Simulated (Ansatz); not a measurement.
Values for one crystal, relaxed and computed with DFT-PBEsol in the program Ansatz with PAW potentials; other levels are named.

- Volume per atom = 15.89 Å³
- Electronic character = metallic (no gap)
- Bulk modulus (Birch–Murnaghan fit) = 104 GPa
- Zone-centre stability = no imaginary mode at Γ
- Formation energy from the elements (no fitted shifts) = -0.24 eV/atom
- Highest zone-centre frequency = 333 cm^-1
- Density of states at the Fermi level = 0.68 states/eV per atom (mean over ±0.08 eV)

**Question.** Pick the material that matches.
A. TiAl3, Pmm2 (Ti on 1b, Al on 1d, Al on 1c, Al on 1a)
B. AlPt, CsCl type
C. AlRu, CsCl type
D. AlCu3, Cu3Au type

**Answer.** A, TiAl3, Pmm2 (Ti on 1b, Al on 1d, Al on 1c, Al on 1a)

The first step of the workflow began from a Materials Project structure, measured or hypothetical; the Crystallography Open Database copy checked does not list it. With Ti and Al taken as one species the cell has the higher symmetry P6_3/mmc, so it may be an ordered model of a mixed-site phase. Whether it is the stable phase at ambient conditions was not checked. The PBEsol relaxation kept the symmetry of its start. The run is not spin-polarised. As this level gives no gap, phonon frequencies hold no LO–TO term and depend on the k-mesh and smearing (Fermi–Dirac, 0.1 eV here). The references are the lowest solids computed at this level, not always the standard phases.

Potentials: the later of the program's two PAW sets.
